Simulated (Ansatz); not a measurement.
## A plane-wave run on Cs2NaSnSe6

The input, for Ansatz 0.2.0 (plane waves, PAW):

```yaml
crystal:
  lattice:
    - [0.0, 5.194197, 5.194197]
    - [5.194197, 0.0, 5.194197]
    - [5.194197, 5.194197, 0.0]
  atoms:
    - { symbol: Se, position: [0.76, 0.24, 0.24] }
    - { symbol: Se, position: [0.24, 0.76, 0.24] }
    - { symbol: Se, position: [0.24, 0.76, 0.76] }
    - { symbol: Se, position: [0.76, 0.24, 0.76] }
    - { symbol: Se, position: [0.24, 0.24, 0.76] }
    - { symbol: Se, position: [0.76, 0.76, 0.24] }
    - { symbol: Na, position: [0.5, 0.5, 0.5] }
    - { symbol: Sn, position: [0.0, 0.0, 0.0] }
    - { symbol: Cs, position: [0.25, 0.25, 0.25] }
    - { symbol: Cs, position: [0.75, 0.75, 0.75] }
  symmetry: { tolerance: 0.0003 }
kpoints:
  mp_grid: { grid: [6, 6, 6], shift: [0, 0, 0] }
  band_path:
    path:
      - [0.0, 0.0, 0.0]
      - [0.5, 0.0, 0.5]
      - [0.625, 0.25, 0.625]
      - [0.375, 0.375, 0.75]
      - [0.0, 0.0, 0.0]
      - [0.5, 0.5, 0.5]
      - [0.5, 0.25, 0.75]
      - [0.5, 0.0, 0.5]
    npoints: 8
magnetization:
  spin_polarized: false
scf:
  occupations: { method: fermi_dirac }
  lower_state_search: "off"
  max_iter: 200
hamiltonian:
  pseudopotentials: { kind: paw }
  xc: pbe
basis:
  ecutwfc: 420
  fft_grid_basis: typed
output:
  forces: true
  stress: true
  eigenvalues: true
  bader: true
  populations: true
  elf: true
  write_potential: true
  volumetric_format: npy
  dos:
    e_range: [-12, 8]
    de: 0.05
    projected: { site_lists: { Cs: [Cs], Na: [Na], Se: [Se], Sn: [Sn] } }
checkpoint:
  read: saved_state
```

The saved state is an earlier solution for the same cell, perhaps on another mesh. 

Parts of the output:

```
Pseudopotentials: kind: paw
Pseudopotential: Se, paw, valence charge 16, recommended cutoff 420 eV (normal), Se.paw.azcp
Pseudopotential: Na, paw, valence charge 9, recommended cutoff 420 eV (normal), Na.paw.azcp
Pseudopotential: Sn, paw, valence charge 14, recommended cutoff 420 eV (normal), Sn.paw.azcp
Pseudopotential: Cs, paw, valence charge 9, recommended cutoff 420 eV (normal), Cs.paw.azcp
Functional definition: PBE
  exchange = pbe_x(kappa = kappa, mu = beta*pi^2/3)
  correlation = pbe_c(beta = beta)
Crystal: 10 atoms, lattice volume = 280.276 Å³
Basis set: ecut = 420 eV, 5577 PW (Γ), exchange–correlation on 100×100×100 points (8 copies of the dense FFT grid, shifted against one another)
Bands: 83, of which v1, the nominal top of the filled ones, is band 69 counted from 1 (68 counted from 0)
Symmetry: 48 space group operations
Space group: Fm-3m (ITA 225), of the structure as read, at distance tolerance 2.0e-3 Å
k-points: 16 of 216
Initial density: read from a saved state, or passed on in memory by an earlier SCF of this step, an earlier step, the calling program or the single point that the run made first
Functional: x = pbe(κ = 0.804, μ = 0.2195), c = pbe(β = 0.0667)
Free energy (F): -51668.7942 eV
Harris-Foulkes:  -51668.7942 eV  (|F-HF|=2.48e-9)
Internal energy: -51668.4565 eV  (E = F + TS)
E sigma→0 (E₀):  -51668.6254 eV
Entropy (-TS):   -0.3377 eV (-33.773 meV/atom)
Fermi energy:    6.6805 eV
--- Forces (eV/Å), atoms counted from 1 ---
  atom   1  Se     1.2261     0.0000     0.0000
  atom   2  Se     0.0000     1.2261     0.0000
  atom   3  Se    -1.2261     0.0000     0.0000
  atom   4  Se     0.0000    -1.2261     0.0000
  atom   5  Se     0.0000     0.0000     1.2261
  atom   6  Se     0.0000     0.0000    -1.2261
  atom   7  Na     0.0000     0.0000     0.0000
  atom   8  Sn     0.0000     0.0000     0.0000
  atom   9  Cs     0.0000     0.0000     0.0000
  atom  10  Cs     0.0000     0.0000     0.0000
--- Stress (GPa, compression-positive) ---
        7.7890       0.0000       0.0000
        0.0000       7.7890       0.0000
        0.0000       0.0000       7.7890
  P = ⅓ Tr σ = 7.7890 GPa (77.890 kbar)
--- Löwdin populations: 10 sites ---
  site symbol       q [e]
     0     Se     16.4159
     1     Se     16.4159
     2     Se     16.4159
     3     Se     16.4159
     4     Se     16.4159
     5     Se     16.4159
     6     Na      8.3732
     7     Sn     13.1787
     8     Cs      8.2552
     9     Cs      8.2552
  spilling = 0.0032 (of n_electrons = 137.0000)
```

Absolute energies hang on the potentials; compare differences alone.

Origin: a known structure type with other elements, at an estimated volume, so it need not be a known compound. Caveats: many states at the Fermi level without spin polarisation, so a magnetic state may lie lower.
